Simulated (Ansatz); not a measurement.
Ge in space group P6_3/mmc (No. 194; Ge on 4e, Ge on 4f), plane-wave PAW r²SCAN (Ansatz code). The conduction-band minimum lies on the Γ–A line, 9 % of the way from Γ, with 2 equivalent valleys. Second derivatives d²E/dk² of the lowest band at one valley (eV·Å²), along Cartesian directions:

| direction | d²E/dk² |
|---|---|
| [100] | 106.4 |
| [010] | 106.4 |
| [001] | 13.32 |
| [110] | 106.4 |
| [101] | 59.90 |
| [011] | 59.90 |

### Question
Find the principal effective masses, the density-of-states mass and the conductivity mass.

### Answer
Off-diagonal terms follow from H_xy = H[110] − (H_xx + H_yy)/2, and m*/mₑ = 7.620 eV·Å² over each eigenvalue: 0.072, 0.072, 0.57. One valley's DOS mass (m₁m₂m₃)^(1/3) = 0.14, conductivity mass 3/(Σ 1/mᵢ) = 0.10 mₑ.

### Question
What effective density of states Nc follows at 300 K for parabolic valleys?

### Answer
Nc = 2.509e19 × 2 × (0.14)^(3/2) ≈ 2.6e18 cm⁻³.

The first step of the workflow began from a Materials Project structure, measured or hypothetical; the Crystallography Open Database copy checked does not list it. It is not the phase usual at ambient conditions (space group No. 227). Symmetry was held in the r²SCAN relaxation; phonons on a q-mesh show no instability. Spin–orbit coupling is left out wherever it is not named.

Potentials: the later of the program's two PAW sets.

Edges and masses are those of Kohn–Sham bands, whose gap is no quasiparticle gap.
